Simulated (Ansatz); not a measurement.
input.yaml

```yaml
crystal:
  lattice:
    - [2.4802080565, 0.0, 0.0]
    - [-1.2401040282, 2.1479231836, 0.0]
    - [0.0, 0.0, 7.1195899804]
  atoms:
    - { symbol: C, position: [0.0, 0.0, 0.0024999316] }
    - { symbol: C, position: [0.0, 0.0, 0.5024999316] }
    - { symbol: C, position: [0.3333333333, 0.6666666667, 0.0025000684] }
    - { symbol: C, position: [0.6666666667, 0.3333333333, 0.5025000684] }
basis:
  ecutwfc: 500
kpoints:
  mp_grid: { grid: [18, 18, 6] }
hamiltonian:
  xc: r2scan
scf:
  occupations: { method: gaussian, width: 0.1 }
output:
  forces: true
  stress: true
  eigenvalues: true
relax:
  adjacent_minimum: "off"
  f_tol: 0.01
  max_steps: 30
  cell: { stress_tol: 0.1, fix: [volume] }
```

Launched with
```bash
ansatz run input.yaml --threads 1 --pin off --max-ram 2560MiB --backend cpu --events-out ev --progress --plain --runs-dir out
```

Method: DFT r2SCAN, scalar-relativistic, plane waves, PAW (Ansatz 0.2.0).

From the run's log, abridged:

```
Pseudopotentials: kind: paw
Pseudopotential: C, paw, valence charge 4, recommended cutoff 500 eV (meta_gga)
Functional definition: r2SCAN
Crystal: 4 atoms, lattice volume = 37.928 Å³
Basis set: ecut = 500 eV, 991 PW (Γ), exchange–correlation on 80×80×216 points (64 copies of the dense FFT grid, shifted against one another)
Bands: 12, of which v1, the nominal top of the filled ones, is band 8 counted from 1 (7 counted from 0)
Symmetry: 24 space group operations
Space group: P63/mmc (ITA 194), of the structure as read, at distance tolerance 3.4e-5 Å
k-points: 148 of 1944
Initial density: superposition of atomic densities (neutral atoms: chi_scale 0, normalization atom), corrected by the library's trained network
Initial wavefunctions: pseudopotential atomic-orbital guess
Functional: x = r2scan, c = r2scan; τ floored in thin density (d = 2e-4 eV/Å³)
SCF iter   1: F=—  HF=-1006.571650 eV  |F-HF|=—  |Δ(HF+E_count)|=         —  Δρ=7.66e-3  dr2=6.27e-3  dr2_τ=7.61e-1  ethr=1.77e-3  ⟨swp⟩=5.7  Hψ=9982  notcnv=0
SCF iter   2: F=—  HF=-1006.645435 eV  |F-HF|=—  |Δ(HF+E_count)|=   7.38e-2  Δρ=5.38e-3  dr2=3.29e-3  dr2_τ=1.38e-4  ethr=3.92e-5  ⟨swp⟩=2.0  Hψ=4736  notcnv=0
SCF iter   3: F=—  HF=-1006.645519 eV  |F-HF|=—  |Δ(HF+E_count)|=   8.43e-5  Δρ=1.49e-3  dr2=4.79e-4  dr2_τ=1.23e-4  ethr=2.06e-5  ⟨swp⟩=2.7  Hψ=3053  notcnv=0
SCF iter   4: F=—  HF=-1006.645437 eV  |F-HF|=—  |Δ(HF+E_count)|=   8.17e-5  Δρ=7.90e-4  dr2=1.07e-4  dr2_τ=7.21e-6  ethr=3.00e-6  ⟨swp⟩=2.0  Hψ=2806  notcnv=0
SCF iter   5: F=—  HF=-1006.645426 eV  |F-HF|=—  |Δ(HF+E_count)|=   1.13e-5  Δρ=1.58e-4  dr2=6.35e-6  dr2_τ=7.69e-7  ethr=6.69e-7  ⟨swp⟩=2.7  Hψ=3065  notcnv=0
SCF iter   6: F=—  HF=-1006.645425 eV  |F-HF|=—  |Δ(HF+E_count)|=   1.44e-6  Δρ=3.31e-5  dr2=1.58e-7  dr2_τ=1.26e-8  ethr=3.97e-8  ⟨swp⟩=2.3  Hψ=2993  notcnv=0
SCF iter   7: F=-1006.645425 eV  HF=-1006.645425 eV  |F-HF|=5.74e-9  |Δ(HF+E_count)|=   1.12e-7  Δρ=1.10e-5  dr2=2.25e-8  dr2_τ=1.64e-9  ethr=6.25e-10  ⟨swp⟩=5.5  Hψ=8410  notcnv=0
SCF 1 converged in 7 iterations: F = -1006.645425 eV  dr2 = 2.25e-8
relax step   1: F+E_penalty+E_count = -1006.64542487 eV  Δ(F+E_penalty+E_count) = +0.000e0 eV  max|allowed force component| = 4.071e-16 eV/Å  Δτ_max = 0.0000 Å  P = -7.668 GPa  Ω = 37.928 Å³  fix = [volume]  reactions: volume -7.668 GPa (7 SCF iters, dr2 threshold 1.00e-7 eV, accepted)
Basis set: ecut = 500 eV, 957 PW (Γ), exchange–correlation on 80×80×216 points (64 copies of the dense FFT grid, shifted against one another)
Initial density: handed on by an earlier stage of this run
Initial wavefunctions: those handed on with the density
SCF iter   1: F=—  HF=-1006.665723 eV  |F-HF|=—  |Δ(HF+E_count)|=         —  Δρ=3.06e-3  dr2=2.43e-3  dr2_τ=2.21e-3  ethr=1.59e-5  ⟨swp⟩=1.9  Hψ=14608  notcnv=0
SCF iter   2: F=—  HF=-1006.668227 eV  |F-HF|=—  |Δ(HF+E_count)|=   2.50e-3  Δρ=8.62e-4  dr2=3.25e-4  dr2_τ=3.18e-5  ethr=1.52e-5  ⟨swp⟩=2.0  Hψ=3214  notcnv=0
SCF iter   3: F=—  HF=-1006.668090 eV  |F-HF|=—  |Δ(HF+E_count)|=   1.37e-4  Δρ=2.13e-4  dr2=1.29e-5  dr2_τ=1.90e-6  ethr=2.03e-6  ⟨swp⟩=2.0  Hψ=2855  notcnv=0
SCF iter   4: F=—  HF=-1006.668089 eV  |F-HF|=—  |Δ(HF+E_count)|=   8.10e-7  Δρ=1.03e-4  dr2=3.24e-6  dr2_τ=6.30e-7  ethr=8.08e-8  ⟨swp⟩=2.0  Hψ=2934  notcnv=0
SCF iter   5: F=-1006.668089 eV  HF=-1006.668089 eV  |F-HF|=2.06e-7  |Δ(HF+E_count)|=   5.69e-7  Δρ=3.42e-5  dr2=3.55e-7  dr2_τ=4.07e-9  ethr=2.50e-9  ⟨swp⟩=3.7  Hψ=8614  notcnv=0
SCF 2 converged in 5 iterations: F = -1006.668089 eV  dr2 = 3.55e-7
relax step   2: F+E_penalty+E_count = -1006.66808859 eV  Δ(F+E_penalty+E_count) = -2.266e-2 eV  max|allowed force component| = 8.356e-16 eV/Å  Δτ_max = 0.0000 Å  P = -2.848 GPa  Ω = 37.928 Å³  energy of the carried Pulay correction = +8.512e-5 eV  fix = [volume]  reactions: volume -2.848 GPa (5 SCF iters, dr2 threshold 4.00e-7 eV, accepted)
SCF iter   1: F=—  HF=-1006.670214 eV  |F-HF|=—  |Δ(HF+E_count)|=         —  Δρ=1.47e-3  dr2=5.52e-4  dr2_τ=5.14e-4  ethr=2.52e-6  ⟨swp⟩=2.4  Hψ=14502  notcnv=0
SCF iter   2: F=—  HF=-1006.670794 eV  |F-HF|=—  |Δ(HF+E_count)|=   5.80e-4  Δρ=3.93e-4  dr2=6.86e-5  dr2_τ=6.82e-6  ethr=2.52e-6  ⟨swp⟩=2.0  Hψ=2965  notcnv=0
SCF iter   3: F=—  HF=-1006.670764 eV  |F-HF|=—  |Δ(HF+E_count)|=   2.93e-5  Δρ=8.45e-5  dr2=1.90e-6  dr2_τ=2.83e-7  ethr=4.29e-7  ⟨swp⟩=2.1  Hψ=2933  notcnv=0
SCF iter   4: F=—  HF=-1006.670764 eV  |F-HF|=—  |Δ(HF+E_count)|=   1.31e-7  Δρ=5.10e-5  dr2=8.24e-7  dr2_τ=1.43e-7  ethr=2.50e-9  ⟨swp⟩=6.2  Hψ=9666  notcnv=0
SCF iter   5: F=-1006.670764 eV  HF=-1006.670764 eV  |F-HF|=4.44e-8  |Δ(HF+E_count)|=   1.84e-7  Δρ=1.50e-5  dr2=7.11e-8  dr2_τ=7.65e-10  ethr=2.50e-9  ⟨swp⟩=4.2  Hψ=6317  notcnv=0
SCF 3 converged in 5 iterations: F = -1006.670764 eV  dr2 = 7.11e-8
relax step   3: F+E_penalty+E_count = -1006.67076425 eV  Δ(F+E_penalty+E_count) = -2.676e-3 eV  max|allowed force component| = 3.146e-16 eV/Å  Δτ_max = 0.0000 Å  P = -0.498 GPa  Ω = 37.928 Å³  energy of the carried Pulay correction = +1.260e-4 eV  fix = [volume]  reactions: volume -0.498 GPa (5 SCF iters, dr2 threshold 4.00e-7 eV, accepted)
Basis set: ecut = 500 eV, 957 PW (Γ), exchange–correlation on 72×72×216 points (64 copies of the dense FFT grid, shifted against one another)
Initial wavefunctions: pseudopotential atomic-orbital guess (no wavefunctions were taken with the density)
SCF iter   1: F=—  HF=-1006.670626 eV  |F-HF|=—  |Δ(HF+E_count)|=         —  Δρ=4.18e-5  dr2=1.17e-7  dr2_τ=1.46e-7  ethr=1.49e-7  ⟨swp⟩=4.1  Hψ=15504  notcnv=0
SCF iter   2: F=—  HF=-1006.670626 eV  |F-HF|=—  |Δ(HF+E_count)|=   3.12e-7  Δρ=1.76e-5  dr2=1.01e-7  dr2_τ=1.33e-8  ethr=7.29e-10  ⟨swp⟩=2.1  Hψ=2989  notcnv=0
SCF iter   3: F=—  HF=-1006.670626 eV  |F-HF|=—  |Δ(HF+E_count)|=   2.91e-8  Δρ=4.91e-6  dr2=3.20e-9  dr2_τ=8.14e-10  ethr=6.31e-10  ⟨swp⟩=2.0  Hψ=2780  notcnv=0
SCF iter   4: F=-1006.670626 eV  HF=-1006.670626 eV  |F-HF|=7.84e-12  |Δ(HF+E_count)|=   2.81e-9  Δρ=6.23e-7  dr2=6.39e-11  dr2_τ=5.81e-12  ethr=1.00e-12  ⟨swp⟩=4.5  Hψ=9372  notcnv=0
SCF 4 converged in 4 iterations: F = -1006.670626 eV  dr2 = 6.39e-11
SCF converged after 4 iterations
Free energy (F): -1006.670626 eV
Harris-Foulkes:  -1006.670626 eV  (|F-HF|=7.84e-12)
Internal energy: -1006.669813 eV  (E = F + TS)
E sigma→0 (E₀):  -1006.670219 eV
Entropy (-TS):   -0.000813 eV (-0.203 meV/atom)
Fermi energy:    6.174842 eV
--- Per-component energies (eV) ---
  E_band       = -57.456992
  E_kinetic    = 363.231749
  E_local      = -696.263412  (includes V_loc(G=0)·N_el)
  E_nonlocal   = 107.753273
  E_hartree    = 220.829105
  E_xc         = -188.769778
  E_vxc        = -261.524064  (∫ρ·V_xc dr)
  E_paw        = -403.497544  (= ΣΔE_a)
  E_vpaw       = -26.992821  (= ΣTr[D̂ρ^β])
  E_aug_tail   = 0.000021  (compensation charges beyond the density's cutoff)
  E_vtau       = 14.680011  (kinetic-family band-sum trace: ∫τ·v_τ [+ j·A + Jᵃ·Aᵃ] dr)
  E_ewald      = -409.854132
  E_core_change = -0.099095  (= ΣΔE_core)
  E_smearing   = -0.000813  (= −TS)
--- Forces (eV/Å), atoms counted from 1 ---
  atom   1  C      0.00000000     0.00000000     0.00000000
  atom   2  C      0.00000000     0.00000000     0.00000000
  atom   3  C      0.00000000     0.00000000     0.00000000
  atom   4  C      0.00000000     0.00000000     0.00000000
--- Stress (GPa, compression-positive) ---
       -0.485863       0.000000       0.000000
        0.000000      -0.485863       0.000000
        0.000000       0.000000      -0.496709
  P = ⅓ Tr σ = -0.4895 GPa (-4.895 kbar)
--- Band table (eV; the first three rows and the last of 148) ---
  k-point 0: bands = ["-14.7424", "-14.5852", "-2.5781", "-1.2433", "2.9307", "2.9307", "2.9389", "2.9389", "9.9720", "14.9170", "14.9170", "14.9440"]
  k-point 1: bands = ["-14.7322", "-14.5961", "-2.5004", "-1.3481", "2.9312", "2.9312", "2.9383", "2.9383", "10.2445", "14.8017", "14.9188", "14.9188"]
  k-point 2: bands = ["-14.7042", "-14.6256", "-2.2814", "-1.6203", "2.9327", "2.9327", "2.9368", "2.9368", "11.0136", "13.5162", "14.9236", "14.9236"]
  k-point 147: bands = ["-7.3425", "-7.3425", "-7.3403", "-7.3403", "-4.9890", "-4.9890", "6.1782", "6.1782", "6.1810", "6.1810", "16.7816", "16.7816"]
--- Relaxed structure (3 steps of the walk, 3 accepted, 1 SCFs on fresh bases) ---
  F+E_penalty+E_count = -1006.67062572 eV   max|allowed force component| = 5.366e-16 eV/Å   (the final SCF, on the basis selected at the relaxed cell)
  cell:  # Å, volume = 37.9282 Å³
    - [2.45702128, 0.0, 0.0]
    - [-1.22851064, 2.12784284, 0.0]
    - [0.0, 0.0, 7.25459838]
  atoms:
    - { symbol: C, position: [0.0, 0.0, 0.00250000] }
    - { symbol: C, position: [0.0, 0.0, 0.5025] }
    - { symbol: C, position: [0.33333333, 0.66666666, 0.00250000] }
    - { symbol: C, position: [0.66666666, 0.33333333, 0.5025] }
```

The relaxation met its thresholds.

It took 18 s on 1 thread of Intel(R) Xeon(R) 6975P-C (Granite Rapids) (shared host), peak memory 0.51 GiB.

The cell holds layers, and r2SCAN describes their binding at middle range but leaves out its long-range dispersion part.